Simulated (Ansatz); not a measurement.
Method: DFT PBE, scalar-relativistic, plane waves, PAW (Ansatz 0.2.0). All cells share a 420 eV cutoff and Γ-centred k meshes spaced about 0.3 Å⁻¹ or finer (0.25 for metals, 2π included). Collinear spin where magnetic atoms keep a moment.

Relaxed structures of TiZn4N, with energies over the first row. Coordination counts Ti or Zn atoms around N (for each partner element, those within 1.25 times its shortest distance or 1.15 times the sum of covalent radii, where it is the nearest in units of that sum or under 1.3; a plus sign parts groups by distance over the sum of covalent radii).

| # | form | sites | V (Å³/atom) | coordination | ΔE (meV/atom) | moments |
| --- | --- | --- | --- | --- | --- | --- |
| 1 | I4/mmm | Ti 2a; Zn 4e, 4e; N 2b | 14.0 | N 4+2 | 0 | no moments |
| 2 | P3m1 | Ti 1a; Zn 1b, 1c, 1b, 1a; N 1c | 14.6 | N 3+3 | 110 | no moments |

A further structure, relaxed alike (no moments):

```xyz
12
Lattice="2.9251 0.0000 0.0000 0.0000 2.9251 0.0000 0.0000 0.0000 19.4208" Properties=species:S:1:pos:R:3 pbc="T T T"
Ti    0.0000    1.4626   18.3756
Ti    1.4626    0.0000    1.0452
Zn    1.4626    0.0000   16.0692
Zn    0.0000    1.4626    3.3516
Zn    0.0000    1.4626   14.3401
Zn    0.0000    1.4626   10.6463
Zn    1.4626    0.0000    8.7746
Zn    0.0000    1.4626    6.9170
Zn    1.4626    0.0000   12.5039
Zn    1.4626    0.0000    5.0807
N     1.4626    0.0000   18.3806
N     0.0000    1.4626    1.0402
```

Q: Place it among the others.

A: It is the lowest, 107 meV/atom below row 1, with space group P4/nmm (No. 129) and 13.8 Å³/atom. Counting Ti or Zn atoms around N, this cell has N 5+1 and row 1 has N 4+2. Ti has 5 N at 2.07–2.09 Å, 8 Ti at 2.93–2.94 Å and 4 Zn at 3.10 Å; Zn on its first site is surrounded by 1 N at 2.31 Å, 4 Zn at 2.70 Å, 4 Zn at 2.93 Å and 4 Ti at 3.10 Å; Zn on its second site has 12 Zn at 2.70–2.93 Å; N is surrounded by 5 Ti at 2.07–2.09 Å and 1 Zn at 2.31 Å; 2 more sites not described.

Trial moments fell under 0.15 μB along the way in P4/nmm, I4/mmm and P3m1; another start might hold them. With atoms moved at random, the further cell ended within 5 meV/atom of its own energy, in a cell of lower symmetry. Other cells relaxed within their symmetry can be saddle points. Some structure types and database cells were kept out of the candidates from the start, so a known form may be missing.
